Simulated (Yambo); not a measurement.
```xyz
2
Lattice="0.0000 3.0041 3.0041 3.0041 0.0000 3.0041 3.0041 3.0041 0.0000" Properties=species:S:1:pos:R:3 pbc="T T T"
H      0.0000     0.0000     0.0000
Rb     3.0041     3.0041     3.0041
```

RbH (rock salt, space group Fm-3m, No. 225): G0W0@PBEsol in Yambo (4×4×4 Γ-centred k mesh, 117 bands and a 10 Ry block in the screening, 117 bands in G with the Bruneval-Gonze terminator, plasmon pole fitted at 27.2 eV) on wavefunctions from Quantum ESPRESSO. With the symmetry operations that carry no fractional translation, the mesh has 8 irreducible k points, and the gap L → L is 5.268 eV.

What changes when point-group symmetry is switched off and time reversal alone is kept?

The mesh then has 36 irreducible points. The exact result doesn't change; the run gives 5.276 eV, and the difference is numerical residue, whose source wasn't traced. Rough time against the symmetric run: about 3× for the empty bands, about 2× for Yambo (2 states against 4).

Geometry of the Materials Project entry, not relaxed at this level.
